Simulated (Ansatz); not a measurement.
**LiPS3: do the settings matter for the field gradients?**

This input was run with Ansatz:

```yaml
crystal:
  lattice:
    - [5.5578, -3.5035, 0.0]
    - [5.5578, 3.5035, 0.0]
    - [-3.79579, 0.0, 5.30744]
  atoms:
    - { symbol: Li, position: [0.7593, 0.2407, 0.0] }
    - { symbol: Li, position: [0.2407, 0.7593, 0.0] }
    - { symbol: P, position: [0.1539, 0.1539, 0.5806] }
    - { symbol: P, position: [0.8461, 0.8461, 0.4194] }
    - { symbol: S, position: [0.2212, 0.7788, 0.5] }
    - { symbol: S, position: [0.7788, 0.2212, 0.5] }
    - { symbol: S, position: [0.1978, 0.1978, 0.3261] }
    - { symbol: S, position: [0.8022, 0.8022, 0.6739] }
    - { symbol: S, position: [0.3192, 0.3192, 0.9385] }
    - { symbol: S, position: [0.6808, 0.6808, 0.0615] }
kpoints:
  mp_grid: { grid: [5, 5, 5] }
scf:
  occupations: { method: methfessel_paxton, width: 5.0 }
  max_iter: 100
hamiltonian:
  xc: pbe
  pseudopotentials: { kind: paw }
output:
  forces: true
  stress: true
  populations: true
  efg:
    quadrupole_moments_barn: { Li: -0.0401, S: -0.0694 }
    contact_densities: true
```

```sh
ansatz run input.yaml --threads 1 --pin off --max-ram 3072MiB --backend cpu --events-out ev --progress --plain --runs-dir out
```

It converged. Of its output the block on the nuclei alone is shown, without the SCF iterations, energies, forces and stress (one atom of each set):

```
--- PAW observables at the nuclei: V_zz in 10²¹ V/m², potentials from the cell's mean, atoms counted from 1 ---
  atom   1  Li V_zz =    +0.120106   η = 0.0668   by run symmetry: allowed   C_q = -0.1165 MHz
            electrostatic potential = -165.587839 V   contact ρ = 94.352717 e/Å³
  atom   3  P  V_zz =    -0.546201   η = 0.6672   by run symmetry: allowed
            electrostatic potential = -1489.334209 V   contact ρ = 16021.351818 e/Å³
  atom   5  S  V_zz =   -10.185121   η = 0.5274   by run symmetry: allowed   C_q = +17.0915 MHz
            electrostatic potential = -1629.789977 V   contact ρ = 19773.527342 e/Å³
  atom   7  S  V_zz =   +10.540459   η = 0.0100   by run symmetry: allowed   C_q = -17.6878 MHz
            electrostatic potential = -1630.279231 V   contact ρ = 19771.004383 e/Å³
  atom   9  S  V_zz =   +10.566966   η = 0.0079   by run symmetry: allowed   C_q = -17.7323 MHz
            electrostatic potential = -1630.339895 V   contact ρ = 19770.306879 e/Å³
```

**Question.** Can these gradients be trusted, and how do they compare with a run on standard settings?

**Answer.** No. Against the standard input the change is `scf.occupations`: {method: fermi_dirac, width: 0.02} → {method: methfessel_paxton, width: 5.0}; `scf.max_iter`: not typed → 100. A site carries the number of its first atom; V_zz in 10²¹ V/m².

```
site  V_zz standard  η standard  V_zz here  η here
  Li           0.17        0.10       0.12    0.07
   P          -4.33        0.58      -0.55    0.67
  S5          -20.1        0.64     -10.19    0.53
  S7          18.72        0.07      10.54    0.01
  S9          18.64        0.14      10.57    0.01
```

The largest change of V_zz is on S5, from -20.1 to -10.19. In per cent, |V_zz| changes by -87 on P, -49 to -43 on S (all sites that start above 0.5). On P V_xx and V_yy change places (or their axes turn by over 50°), so the two values of η hide a larger change. At these positions the changed run has forces up to 2.4 eV/Å, so its atoms aren't at their own equilibrium. SCF iterations: 7 and 9. The changed input holds a smearing of electronvolts, so its numbers aren't properties of the crystal.

On the reference run: The largest force is 0.8 eV/Å, so the atoms aren't at the calculated equilibrium and relaxing them would move these values. With these PAW files V_zz is typically within 2 to 3 % of all-electron values, but misses above 10 % occur on Li.
